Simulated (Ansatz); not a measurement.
In2GaAs3 in space group I-4m2 (No. 119; In on 4e, Ga on 2a, As on 2d, As on 4f) under volume change, DFT-LDA in the program Ansatz with PAW potentials, shape and atoms relaxed at each volume.

| V (Å³/atom) | E − E(relaxed) (meV/atom) | P (GPa) |
|---|---|---|
| 23.965 | 20.6 | 4.56 |
| 24.730 | 4.9 | 2.09 |
| 25.495 | 0.0 | 0.00 |
| 26.260 | 4.3 | -1.75 |
| 27.025 | 16.3 | -3.23 |

### Question
What does a third-order Birch–Murnaghan fit give for V₀, B₀ and B′?

### Answer
V₀ = 25.50 Å³/atom, B₀ = 63.7 GPa, B′ = 4.7.

The first step of the workflow began from a Materials Project structure, measured or hypothetical; the Crystallography Open Database copy checked does not list it. With In and Ga taken as one species the cell has the higher symmetry F-43m, so it may be an ordered model of a mixed-site phase. Its standing as an ambient phase is unchecked. The LDA relaxation kept the symmetry of its start; its stability against distortions is not shown here.

Potentials: the later of the program's two PAW sets.
